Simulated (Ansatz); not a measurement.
CsAlMo$_{2}$O$_{8}$:
```
CELL_PARAMETERS angstrom
      5.57820     0.00000     0.00000
     -2.78910     4.83087     0.00000
      0.00000     0.00000     8.00946
ATOMIC_POSITIONS crystal
  Cs 0.00000 0.00000 0.00000
  Al 0.00000 0.00000 0.50000
  Mo 0.33333 0.66667 0.70613
  Mo 0.66667 0.33333 0.29387
  O  0.33333 0.66667 0.92166
  O  0.66667 0.33333 0.07834
  O  0.15824 0.31647 0.63862
  O  0.84176 0.68353 0.36138
  O  0.68353 0.84176 0.63862
  O  0.31647 0.15824 0.36138
  O  0.15824 0.84176 0.63862
  O  0.84176 0.15824 0.36138
```

Relaxed with PBEsol. Special points in fractions of this cell's reciprocal vectors: Γ (0.000, 0.000, 0.000); M (0.500, 0.000, 0.000); K (0.333, 0.333, 0.000); A (0.000, 0.000, 0.500); L (0.500, 0.000, 0.500); H (0.333, 0.333, 0.500).

**Question.** List the band energies nearest the valence-band maximum at these points for the program Ansatz at the PBEsol with spin–orbit coupling level (PAW).

**Answer.** In eV from the valence-band maximum; about four levels below and three above (degenerate sets whole), none deeper than 8.9 eV; points with the same levels are listed once.

```csv
k,below,above
Γ,-0.29 -0.29 0.00 0.00,3.96 3.96 3.97 3.97
M,-0.47 -0.47 -0.10 -0.10,4.04 4.04 4.28 4.28
K,-0.28 -0.28 -0.28 -0.28,4.15 4.15 4.27 4.27
A,-0.17 -0.17 0.00 0.00,4.09 4.09 4.10 4.10
L,-0.50 -0.50 -0.20 -0.20,4.11 4.11 4.15 4.15
H,-0.33 -0.33 -0.33 -0.33,4.27 4.27 4.29 4.29
```

Space group P-3m1. The workflow started from a Materials Project entry (that database holds measured and hypothetical structures alike); the Crystallography Open Database files this formula in space group No. 164, but the cells were not matched. Whether it is the stable phase at ambient conditions was not checked. The cell was relaxed with PBEsol under the symmetry of its start; its stability against distortions is not shown here. No spin polarisation was allowed. No Hubbard U is applied.

Potentials: the later of the program's two PAW sets.
